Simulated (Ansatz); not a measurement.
**Two states of BaMnO₃**

```
Mn O Ba
1.0
     3.87600    0.00000    0.00000
     0.00000    3.87600    0.00000
     0.00000    0.00000    3.87600
Mn O Ba
1 3 1
Direct
  0.00000 0.00000 0.00000
  0.50000 0.00000 0.00000
  0.00000 0.50000 0.00000
  0.00000 0.00000 0.50000
  0.50000 0.50000 0.50000
```

The numbers come from plane-wave PAW DFT (Ansatz): r2SCAN, 500 eV, 6×6×6 Γ-centred k points, fermi-dirac occupations (width 0.0558 eV). Nothing was relaxed.

State A: Mn1 up (collinear spin). State B: no moments (no spin polarisation).

Compare the two self-consistent states.

State A is lower by 341.3 meV an atom at zero smearing; in free energy at this smearing B lies +335.0 meV an atom from A.

| state | free energy (meV/atom) | largest moment in a small sphere (μB) | net moment (μB/cell) | gap on mesh (eV) | pressure (GPa) | largest force (eV/Å) |
| --- | --- | --- | --- | --- | --- | --- |
| A | 0.0 | 2.54 | 3.03 | metal | 5.0 | 0.00 |
| B | 335.0 | 0.00 | 0.00 | metal | -1.3 | 0.00 |

Origin: a known structure type with other elements, at an estimated volume, so it need not be a known compound. Caveats: semilocal functionals often miss the gap of such magnets; odd electron count without spin polarisation, so a magnetic state may lie lower.
